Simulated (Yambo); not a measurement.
K₂PdBr₄: lowest vertical excitons

```xyz
7
Lattice="7.4324 0.0000 0.0000 0.0000 7.4324 0.0000 0.0000 0.0000 4.3321" Properties=species:S:1:pos:R:3 pbc="T T T"
K      0.0000     3.7162     2.1660
K      3.7162     0.0000     2.1660
Br     5.6934     5.6934     0.0000
Br     1.7390     1.7390     0.0000
Br     1.7390     5.6934     0.0000
Br     5.6934     1.7390     0.0000
Pd     0.0000     0.0000     0.0000
```

The geometry is that of Materials Project entry mp-27138, symmetrised and not relaxed again.

BSE in Yambo on PBEsol (pw.x of Quantum ESPRESSO, ONCV potentials, scalar-relativistic) bands: 4×4×4 mesh, 16 valence and 8 conduction bands, static screening with 120 bands and a 3 Ry block, scissor 2.15 eV, Tamm-Dancoff; field along x.

```json
[
 {"state": "1", "energy (eV)": "1.46", "states within 2 meV": "1", "relative strength": "< 0.01", "class": "dark", "main transitions": "several band pairs"},
 {"state": "2", "energy (eV)": "1.53", "states within 2 meV": "2", "relative strength": "0.01", "class": "dark", "main transitions": "several band pairs"},
 {"state": "3", "energy (eV)": "1.73", "states within 2 meV": "1", "relative strength": "0.03", "class": "dark", "main transitions": "several band pairs"},
 {"state": "4", "energy (eV)": "2.62", "states within 2 meV": "1", "relative strength": "0.39", "class": "dark", "main transitions": "VB−4 → CB (65 %)"},
 {"state": "5", "energy (eV)": "2.82", "states within 2 meV": "2", "relative strength": "< 0.01", "class": "dark", "main transitions": "several band pairs"},
 {"state": "6", "energy (eV)": "3.01", "states within 2 meV": "2", "relative strength": "1.00", "class": "dark", "main transitions": "several band pairs"}
]
```

These are vertical excitations (zero momentum). The direct quasiparticle gap on this mesh is 3.29 eV; counted from there, state 1 is bound by 1.83 eV. Convergence with the mesh was not shown.

Spin singlets only. Strengths are relative to the strongest of the lowest states of this run; strong means a line over 3 % of the spectrum's maximum, dark under 0.03 %. Absolute energies carry the error of the G0W0 scissor, whose convergence isn't established; the long-wavelength screening was taken along (1,1,1) although the crystal is anisotropic.

Spin-orbit splittings are left out.
